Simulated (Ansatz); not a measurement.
**Equation of state of GaP**

```xyz
2
Lattice="0.0000 2.7530 2.7530 2.7530 0.0000 2.7530 2.7530 2.7530 0.0000" Properties=species:S:1:pos:R:3 pbc="T T T"
Ga    0.0000    0.0000    0.0000
P     1.3765    1.3765    1.3765
```

The structure comes from a relaxation in the same program, started in the zincblende type, and has space group F-43m. Whether it is a known phase or the ground state wasn't checked.

Methods: DFT, PBE, all-electron LAPW, scalar-relativistic (Ansatz 0.2.0); DFT, PBE, PAW with Ansatz's default frozen-core files, scalar-relativistic (Ansatz 0.2.0).

For LAPW: a Γ-centred 13×13×13 k mesh, Fermi–Dirac smearing of 0.03 eV, basis error target 1 meV/atom, no spin polarisation. PAW takes a cutoff of 420 eV at this cell. The Ansatz runs share mesh, smearing and spin set-up. Plane-wave (PAW) pressures include the program's estimate of the Pulay term.

The cell above is scaled evenly, with fractional coordinates and shape held.

| V/V(cell) | V (Å³/atom) | P, LAPW (GPa) | P, PAW (GPa) | gap on the k mesh, LAPW (eV) | free energy over the lowest listed, PAW (meV/atom) |
| --- | --- | --- | --- | --- | --- |
| 0.9405 | 19.624 | 5.39 | 5.42 | 1.56 | 19.9 |
| 0.9700 | 20.239 | 2.49 | 2.51 | 1.62 | 4.8 |
| 1.0000 | 20.865 | -0.01 | 0.01 | 1.58 | 0.0 |
| 1.0300 | 21.491 | -2.12 | -2.11 | 1.34 | 4.2 |
| 1.0600 | 22.117 | -3.91 | -3.90 | 1.11 | 16.1 |

(1) What do Birch–Murnaghan fits to the pressures give?

Answers

(1) LAPW: V0 = 20.86 Å³/atom, B0 = 77 GPa, B0′ = 4.5; PAW: V0 = 20.87 Å³/atom, B0 = 77 GPa, B0′ = 4.5.
